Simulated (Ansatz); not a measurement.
**Stationary points along a deformation path in In3As**

Method: DFT PBE+D3(BJ), scalar-relativistic, plane waves, PAW (Ansatz). Settings: plane waves to 420 eV, k-mesh 12×12×12 (Γ-centred), Gaussian smearing 0.15 eV. No spin polarisation. Energies are free energies at this smearing, counted from the undisturbed cell; pressure is positive in compression.

Reference structure (relaxed at this level; it needn't be the usual structure):

```
CELL_PARAMETERS angstrom
4.60214 0.00000 0.00000
0.00000 4.60214 0.00000
0.00000 0.00000 4.60214
ATOMIC_POSITIONS crystal
In 0.00000 0.50000 0.50000
In 0.50000 0.00000 0.50000
In 0.50000 0.50000 0.00000
As 0.00000 0.00000 0.00000
```

At fixed volume and fractional coordinates, lengths along (0.000, 0.000, 1.000) are scaled against those across it; ρ is that ratio over its starting value. V = 24.368 Å³/atom. Δσ is the stress along the axis less the mean stress across it (compression positive).

```csv
ρ,ΔE (meV/atom),Δσ (GPa),space group
0.707,29.5,1.78,P4/mmm
0.850,-1.7,-0.03,P4/mmm
1.000,0.0,0.00,Pm-3m
1.200,8.0,-0.72,P4/mmm
1.414,46.3,-5.22,P4/mmm
```

Question: How does the stress give the slope of the energy, and where is the energy stationary?

Answer: Along the path d ln(length) is 2/3 d ln ρ on the axis and −1/3 d ln ρ across it, so dE/d ln ρ = −(2/3) V Δσ: the energy falls with ρ where Δσ is positive. Δσ vanishes or changes sign at ρ = 0.850 (P4/mmm), a stationary point at -1.7 meV/atom; at ρ = 1.000 (Pm-3m), a stationary point at 0.0 meV/atom. Pairs of stationary points between two samples would go unseen, and could change a minimum read from distant neighbours into a maximum. At ρ = 1.000 the cell is cubic, where symmetry alone makes the stress isotropic and the slope zero.

Question: Is the start the lowest point of the path?

Answer: No: ρ = 0.850 lies 1.7 meV/atom lower, with no sampled rise above the start on the way. Volume and inner coordinates are held, so a relaxed structure there would lie lower still.

In a metal these slopes depend on the k mesh and the smearing.

Cost: 5 runs of about 1.6 core-minutes in all, on Intel Xeon 6975P-C (Granite Rapids) (shared hosts).